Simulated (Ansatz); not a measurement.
NiC (rock salt, Fm-3m), the program Ansatz at the PBE level (PAW), all energies at zero smearing, with the estimated change up to a 700 eV cutoff added, with one set of potentials and settings (totals compare only within such a set). Cell of 2 atoms (1 Ni, 1 C): -6088.498 eV.

| element | reference phase | E (eV/atom) |
|---|---|---|
| Ni | Fm-3m, 1 atoms in the cell, spin-polarised | -5839.7295 |
| C | P6_3/mmc, 4 atoms in the cell | -250.9463 |

Formation energy per atom, worked out: (-6088.498 − 1×(-5839.7295) − 1×(-250.9463))/2 = 1.089 eV/atom (105 kJ per mol of atoms), at 0 K, without zero-point energy or fitted corrections.

The start of the workflow was typed in or built on a structure type; neither database checked (COD, Materials Project) lists it. Its standing as an ambient phase is unchecked. The PBE relaxation kept the symmetry of its start; whether a distortion lowers the energy is not shown. The workflow began spin-polarised and lost its moments. Its formation energy is positive at this level, so the cell may be metastable or incomplete. The references are the lowest solids computed at this level, not always the standard phases.

Potentials: the earlier of the program's two PAW sets.
